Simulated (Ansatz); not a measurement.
TaAs₂:
```yaml
crystal:
  lattice:
    - [4.66897, 1.69721, 0.00000]
    - [-4.66897, 1.69721, 0.00000]
    - [-3.85622, 0.00000, 6.74446]
  atoms:
    - { symbol: Ta, position: [0.84248, 0.15752, 0.80393] }
    - { symbol: Ta, position: [0.15752, 0.84248, 0.19607] }
    - { symbol: As, position: [0.13914, 0.86086, 0.52724] }
    - { symbol: As, position: [0.86086, 0.13914, 0.47276] }
    - { symbol: As, position: [0.59440, 0.40560, 0.89296] }
    - { symbol: As, position: [0.40560, 0.59440, 0.10704] }
```

Relaxed with HSE06. Special points in fractions of this cell's reciprocal vectors: Γ (0.000, 0.000, 0.000); C (0.294, 0.294, 0.000); C2 (-0.294, 0.706, 0.000); Y2 (-0.500, 0.500, 0.000); M2 (-0.500, 0.500, 0.500); D (-0.268, 0.732, 0.500); D2 (0.268, 0.268, 0.500); A (0.000, 0.000, 0.500); L2 (0.000, 0.500, 0.500); V2 (0.000, 0.500, 0.000).

Problem. List the band energies nearest the Fermi level at these points for HSE06 in the plane-wave PAW code Ansatz.

Solution. In eV from the Fermi level; about four levels below and three above (degenerate sets whole), none deeper than 8.9 eV; points with the same levels are listed once.

```tsv
k	below	above
Γ	-2.31 -1.49 -1.22 -0.82	1.19 1.66 2.07
C	-2.80 -2.25 -2.08 -1.65	1.14 1.34 2.28
Y2	-1.41 -1.21 -0.38 -0.17	0.70 1.19 2.10
M2	-2.20 -1.51 -1.15 -0.82	0.02 0.77 1.37
D	-3.13 -2.79 -2.35 -1.34	1.61 1.90 2.13
A	-1.75 -1.26 -0.41 -0.02	2.57 2.74 2.86
L2	-2.78 -2.34 -2.25 -1.17	0.86 1.67 2.31
V2	-2.86 -2.46 -1.97 -1.53	1.87 2.39 2.83
```

Space group C2/m. The first step of the workflow began from a Materials Project structure, measured or hypothetical; the Crystallography Open Database copy checked does not list it. Whether it is the stable phase at ambient conditions was not checked. The cell was relaxed with HSE06 under the symmetry of its start; its stability against distortions is not shown here. No spin polarisation was allowed. The hybrid run found no gap, on a coarse k-mesh. Spin–orbit coupling is left out wherever it is not named.

Potentials: the later of the program's two PAW sets.
